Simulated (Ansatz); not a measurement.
Space group Fd-3m:1 (No. 227). a = 7.498 Å, b = 7.498 Å, c = 7.498 Å, α = 90.00°, β = 90.00°, γ = 90.00°
| atom | site | symmetry | x | y | z |
| --- | --- | --- | --- | --- | --- |
| Y | 8b | -43m | 0.0000 | 0.0000 | 0.5000 |
| Rh | 16c | .-3m | 0.1250 | 0.1250 | 0.1250 |

Equation of state of this YRh2 structure (not necessarily the ground state), with shape and atoms relaxed at each volume where symmetry leaves them free. It has no gap at any of these volumes. Theory: DFT r2SCAN, scalar-relativistic, plane waves, PAW (Ansatz).

Settings: cutoff 500 eV, Γ-centred mesh 8×8×8 on the computed 6-atom cell, Gaussian smearing of 0.10 eV; no spin polarisation.

```tsv
V (Å³/atom)	E − E(largest V) (meV/atom)	P (GPa)
15.456	89.93	28.48
15.983	11.50	19.48
16.510	-39.68	11.88
17.037	-67.83	5.45
17.564	-76.50	0.01
18.091	-68.70	-4.59
18.618	-46.96	-8.48
19.320	0.00	-12.73
```

Task: Fit a third-order Birch–Murnaghan equation to E(V).

Result: V0 = 17.56 Å³/atom, B0 = 166 GPa, B0' = 4.6.

Cost: 8 runs of about 3.5 core-minutes in all, on Arm Neoverse V1 (shared hosts).